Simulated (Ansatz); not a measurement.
Relaxed-ion elastic tensor of HfF4 in space group C2/c (No. 15; Pearson symbol mS60) in GPa (Voigt order), PBEsol in the plane-wave PAW code Ansatz; density 7.03 g/cm³, 12.02 Å³ per atom.

```
  284  100.0   75.8    0.0  -30.5    0.0
100.0    255    110    0.0   -7.6    0.0
 75.8    110    215    0.0  -25.2    0.0
  0.0    0.0    0.0    103    0.0   -2.4
-30.5   -7.6  -25.2    0.0   84.4    0.0
  0.0    0.0    0.0   -2.4    0.0   88.3
```

Is the crystal mechanically stable?

Yes: the smallest eigenvalue of C is 75.1 GPa.

Work out the Voigt, Reuss and Hill averages.

K_V = 147, K_R = 139, K_H = 143; G_V = 86.4, G_R = 81.9, G_H = 84.2 GPa.

Give Young's modulus, Poisson's ratio, Pugh's ratio and the universal anisotropy index.

E = 9KG/(3K + G) = 211 GPa; ν = 0.25; K/G = 1.70 (near the Pugh limit of 1.75, no verdict); A_U = 5G_V/G_R + K_V/K_R − 6 = 0.33.

Estimate the sound speeds and the Debye temperature.

v_l = √((K + 4G/3)/ρ) = 6030 m/s, v_t = √(G/ρ) = 3460 m/s, mean 3840 m/s; Θ = (h/k)(3n/4πV)^(1/3) v_m = 500 K.

Solve the Christoffel equation for the three sound speeds along x, y, z.

Eigenvalues of C_ijkl n_j n_l equal ρv². In km/s, slowest first: x 3.37, 3.54, 6.41; y 3.54, 3.84, 6.02; z 3.37, 3.83, 5.60.

How much does each axis shrink under pressure?

Linear compressibilities β_i = Σ_j S_ij (j = 1 to 3): x 2.3, y 1.7, z 3.2 per TPa.

The first step of the workflow began from a Materials Project structure, measured or hypothetical; the Crystallography Open Database files this formula in space group No. 15, but the cells were not matched. Its standing as an ambient phase is unchecked. The cell was relaxed with PBEsol under the symmetry of its start; its stability against distortions is not shown here. The run is not spin-polarised. Scalar-relativistic: spin–orbit coupling is off unless named, which matters more the heavier the elements.

Potentials: the earlier of the program's two PAW sets. The files were generated under PBE; for other functionals the program regenerates the frozen cores, and for LDA and PBEsol the local potential too.
